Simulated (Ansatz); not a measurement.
Task: Free-standing sheets of CrGe2N4, MA2Z4 (prismatic core, outer Z over the empty site)-type layer and Bi2VTe4, MnBi2Te4-type layer are relaxed with the program Ansatz at the PBE level (PAW). Aligned at the vacuum level, what band offsets and what type of junction result?

Result: CrGe2N4: VBM -5.75, CBM -5.65 eV; Bi2VTe4: VBM -4.06, CBM -3.90 eV. Valence offset 1.69 eV (Bi2VTe4 higher), conduction offset 1.75 eV (CrGe2N4 lower): type III (broken gap).

Mismatch of the primitive lattice constants: 2.964 against 4.325 Å, 31.5 %.

Natural alignment of Kohn–Sham levels: no interface dipole, strain or quasiparticle shift.

Spin orders computed, not proven ground states: Bi2VTe4, MnBi2Te4-type layer ferromagnetic. Began spin-polarised and lost the moments: CrGe2N4, MA2Z4 (prismatic core, outer Z over the empty site)-type layer. All cells were relaxed under the symmetry of their starts (and spin orders); stability against distortions was not tested throughout. Spin–orbit coupling is left out wherever it is not named. Constructed layers (a layer type filled with these elements): CrGe2N4, MA2Z4 (prismatic core, outer Z over the empty site)-type layer; Bi2VTe4, MnBi2Te4-type layer.

Potentials: the later of the program's two PAW sets.
